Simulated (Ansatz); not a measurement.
CuC6:
Space group Amm2 (No. 38); a = 4.066 Å, b = 7.460 Å, c = 4.314 Å, α = β = γ = 90.00°

```tsv
atom	site	symmetry	x	y	z
C	2a	mm2	0.0000	0.0000	0.0351
C	4d	m..	0.0000	0.1692	0.2062
C	4d	m..	0.0000	0.3338	0.0379
C	2a	mm2	0.0000	0.0000	0.6988
Cu	2b	mm2	0.5000	0.5000	0.5937
```
(The calculation used a cell of 7 atoms; values per cell refer to that cell.)

Relaxed at zero pressure with DFT-r²SCAN in the program Ansatz with PAW potentials.

**Question.** The volume is lowered by 9 % and shape and atoms relax at that volume. What pressure results, and how do the axes share the change?

**Answer.** 8.5 GPa; a -8.7 %, b -0.3 %, c -0.1 %; the energy rises by 20 meV/atom.

**Question.** Give the new structure.

**Answer.** 
Space group Amm2 (No. 38); a = 3.7145 Å, b = 7.4376 Å, c = 4.3108 Å, α = β = γ = 90.00°

```csv
atom,site,symmetry,x,y,z
C,2a,mm2,0.0000,0.0000,0.0194
C,4d,m..,0.0000,0.1697,0.1942
C,4d,m..,0.0000,0.3341,0.0278
C,2a,mm2,0.0000,0.0000,0.6874
Cu,2b,mm2,0.5000,0.5000,0.6648
```

The phase is kept; no other phase was compared at this pressure.

The start of the workflow was typed in or built on a structure type; neither database checked (COD, Materials Project) lists it. Whether it is the stable phase at ambient conditions was not checked. The cell was relaxed with r²SCAN under the symmetry of its start; whether a distortion lowers the energy is not shown. The run is not spin-polarised. The volume moved by 16 % from the start of the relaxation. Its formation energy is positive at this level, so the cell may be metastable or incomplete.

Potentials: the earlier of the program's two PAW sets.
